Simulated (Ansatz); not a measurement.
Theory: DFT PBE, scalar-relativistic, plane waves, PAW (Ansatz). Cutoff 420 eV, Γ-centred 12×12×4 mesh (12-atom cell), Gaussian smearing of 0.10 eV, no spin polarisation.

Energies over the elements count from the elements' standard structures at the same level, with no fitted energy shifts.

**Question.** Suggest a trial structure for a tetragonal metal with formula ZrTi5C6, with a formation energy near −0.78 eV/atom and about 11 Å³ per atom, in a cell of 12 atoms.

**Answer.** ZrTi5C6, space group P4/mmm (No. 123). Around Zr lie 6 C at 2.21–2.31 Å, 4 Zr at 3.12 Å and 8 Ti at 3.19 Å; Ti on a site of symmetry 4mm is surrounded by 6 C at 2.13–2.30 Å, 8 Ti at 3.08–3.12 Å and 4 Zr at 3.19 Å; Ti on a second site of symmetry 4mm has 6 C at 2.13–2.21 Å; around C on a site of symmetry 4/mmm lie 4 Zr at 2.21 Å and 2 Ti at 2.30 Å; 4 more sites not described.

Space group P4/mmm (No. 123). a = 3.124 Å, b = 3.124 Å, c = 13.180 Å, α = 90.00°, β = 90.00°, γ = 90.00°
```csv
atom,site,symmetry,x,y,z
Zr,1c,4/mmm,0.5000,0.5000,0.0000
Ti,2g,4mm,0.0000,0.0000,0.8252
Ti,2h,4mm,0.5000,0.5000,0.3374
Ti,1b,4/mmm,0.0000,0.0000,0.5000
C,1a,4/mmm,0.0000,0.0000,0.0000
C,2h,4mm,0.5000,0.5000,0.1754
C,2g,4mm,0.0000,0.0000,0.3367
C,1d,4/mmm,0.5000,0.5000,0.5000
```

* Volume per atom: 10.72 Å³
* Density: 5.20 g/cm³
* Formation energy: −0.78 eV/atom
* Gap on the 12×12×4 mesh of the 12-atom cell: 0 eV (a metal)

The cell was found from a structure generator's guess, not taken from experiment. Other answers may fit too; this one was computed.

The reference form of C is held partly by dispersion forces, which this level lacks. Symmetry constrained the relaxation, so the result can be a saddle point.
